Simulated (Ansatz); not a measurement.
Nb2O5 in space group I4/mmm (No. 139; Pearson symbol tI112), the program Ansatz at the r²SCAN level (PAW), all energies at zero smearing, with the estimated change up to a 700 eV cutoff added, with one set of potentials and settings (totals compare only within such a set). Cell of 56 atoms (16 Nb, 40 O): -95819.001 eV.

```
element                            reference phase  E (eV/atom)
-------  -----------------------------------------  -----------
Nb                      Im-3m, 1 atoms in the cell   -4563.6587
O        C2/m, 4 atoms in the cell, spin-polarised    -566.0346
```

Formation energy per atom, worked out: (-95819.001 − 16×(-4563.6587) − 40×(-566.0346))/56 = -2.841 eV/atom (-274 kJ per mol of atoms), at 0 K, without zero-point energy or fitted corrections.

The first step of the workflow began from a Materials Project structure, measured or hypothetical; the Crystallography Open Database files this formula in space group No. 139, but the cells were not matched. Whether it is the stable phase at ambient conditions was not checked. The cell was relaxed with r²SCAN under the symmetry of its start; whether a distortion lowers the energy is not shown. The run is not spin-polarised. The references are the lowest solids computed at this level, not always the standard phases (solids in place of the gases).

Potentials: the earlier of the program's two PAW sets.
